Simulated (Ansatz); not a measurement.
The relaxed structure here is a generated cell of Ag: the first start was made by placing the elements on the sites of a structure type, and the end was not matched to a known phase here, so it may be hypothetical. Known forms of Ag include space group No. 225.

A relaxed cell of Ag (Fd-3m (No. 227)), relaxed on a k-mesh at least as fine as the one used below. These are PBEsol (plane waves to 420 eV, PAW, scalar-relativistic; Ansatz, a quantum-chemistry and plane-wave program) values and carry that method's errors. Γ-centred k-mesh 5×9×9 on the run's cell (coarser than for final values), Fermi–Dirac smearing 0.05 eV.

```xyz
4
Lattice="0.0000 6.0393 6.0393 3.0196 0.0000 3.0196 3.0196 3.0196 0.0000" Properties=species:S:1:pos:R:3 pbc="T T T"
Ag     4.5295     4.5295     4.5295
Ag     4.5295     7.5491     7.5491
Ag     3.0196     3.0196     3.0196
Ag     3.0196     6.0393     6.0393
```

Every atom was then displaced, and the forces became (eV/Å):

```json
[
 {"atom": "Ag1", "Fx": "0.37", "Fy": "-0.98", "Fz": "-0.56"},
 {"atom": "Ag2", "Fx": "-0.03", "Fy": "0.05", "Fz": "0.32"},
 {"atom": "Ag3", "Fx": "0.56", "Fy": "0.14", "Fz": "-0.24"},
 {"atom": "Ag4", "Fx": "-0.90", "Fy": "0.79", "Fz": "0.48"}
]
```

Task: Which atom was moved farthest relative to the others, and in which direction?

Result: Ag4, by (0.05, -0.08, -0.08) Å (0.12 Å, mean shift removed); the next is Ag3 with 0.09 Å. Its force makes an angle of 155° with its move.

All displacements (Å):

```tsv
atom	ux	uy	uz
Ag1	0.044	0.023	0.090
Ag2	-0.037	-0.016	-0.043
Ag3	-0.035	-0.015	0.105
Ag4	0.056	-0.105	-0.062
```

The undisplaced cell is probably no minimum: from this displacement the run went on to Fm-3m (No. 225), 0.99 eV/atom below it.

No spin polarisation in the result.
